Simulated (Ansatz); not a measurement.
A relaxed cell of C (P6₃/mmc (No. 194)), relaxed on a k-mesh at least as fine as the one used below. Level of theory: r2SCAN (plane waves to 500 eV, PAW, scalar-relativistic; Ansatz, a quantum-chemistry and plane-wave program). Γ-centred k-mesh 10×10×3 on the run's cell (coarser than for final values), Fermi–Dirac smearing 0.05 eV.

```yaml
crystal:
  lattice:
    - [2.50317, 0.00000, 0.00000]
    - [-1.25159, 2.16781, 0.00000]
    - [0.00000, 0.00000, 8.33772]
  atoms:
    - { symbol: C, position: [0.33333, 0.66667, 0.03136] }
    - { symbol: C, position: [0.33333, 0.66667, 0.53136] }
    - { symbol: C, position: [0.66667, 0.33333, 0.28136] }
    - { symbol: C, position: [0.66667, 0.33333, 0.78136] }
    - { symbol: C, position: [0.66667, 0.33333, 0.46864] }
    - { symbol: C, position: [0.66667, 0.33333, 0.96864] }
    - { symbol: C, position: [0.33333, 0.66667, 0.21864] }
    - { symbol: C, position: [0.33333, 0.66667, 0.71864] }
```

The atoms are displaced by (Å):

```csv
atom,ux,uy,uz
C1,-0.068,-0.002,-0.041
C2,-0.123,-0.113,-0.025
C3,0.128,-0.017,0.019
C4,-0.083,0.055,-0.096
C5,-0.115,0.128,0.010
C6,0.041,0.077,-0.031
C7,-0.073,0.039,-0.054
C8,-0.068,0.087,0.052
```

Task: What forces (eV/Å) and pressure result?

Result: 
```csv
atom,Fx,Fy,Fz
C1,4.20,3.04,1.00
C2,0.81,6.48,2.59
C3,-5.97,0.92,-1.23
C4,1.31,1.52,4.82
C5,1.23,-6.00,-2.69
C6,-5.12,-3.05,-0.94
C7,4.25,-0.38,1.32
C8,-0.72,-2.53,-4.86
```

Pressure +11.2 GPa.

Task: Estimate the energy cost of the displacement in the harmonic approximation and compare with the calculation.

Result: For a harmonic well ΔE = −½ Σ F·u = 2.343 eV a cell, or 293 meV/atom. The calculated energy relative to the undisplaced cell is +0.319 eV/atom, so the harmonic estimate holds well.

No spin polarisation in the result.

The run that gave the undisplaced cell could not lose the symmetry of its start; a randomly shaken copy of 8 atoms returns to this structure.
